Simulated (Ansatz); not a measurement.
C in space group P6_122 (No. 178; C on 6b) under volume change, PBE in the plane-wave PAW code Ansatz, shape and atoms relaxed at each volume.

```tsv
V (Å³/atom)	E − E(relaxed) (meV/atom)	P (GPa)
5.658	70.6	43.50
5.844	29.9	26.91
6.031	[?]	[?]
6.217	0.0	0.03
6.404	[?]	[?]
6.590	24.6	-20.20
6.777	53.0	-28.35
```

Q: Fill in the missing entries.

A: 
- 6.031, E − E(relaxed) (meV/atom): 7.1
- 6.031, P (GPa): 12.52
- 6.404, E − E(relaxed) (meV/atom): 6.4
- 6.404, P (GPa): -10.81

Q: What does a third-order Birch–Murnaghan fit give for V₀, B₀ and B′?

A: V₀ = 6.22 Å³/atom, B₀ = 387 GPa, B′ = 3.7.

The start of the workflow was typed in or built on a structure type; neither database checked (COD, Materials Project) lists it. It is not the phase usual at ambient conditions (space group No. 194, 227). The cell was relaxed with PBE under the symmetry of its start; its stability against distortions is not shown here.

Potentials: the earlier of the program's two PAW sets.
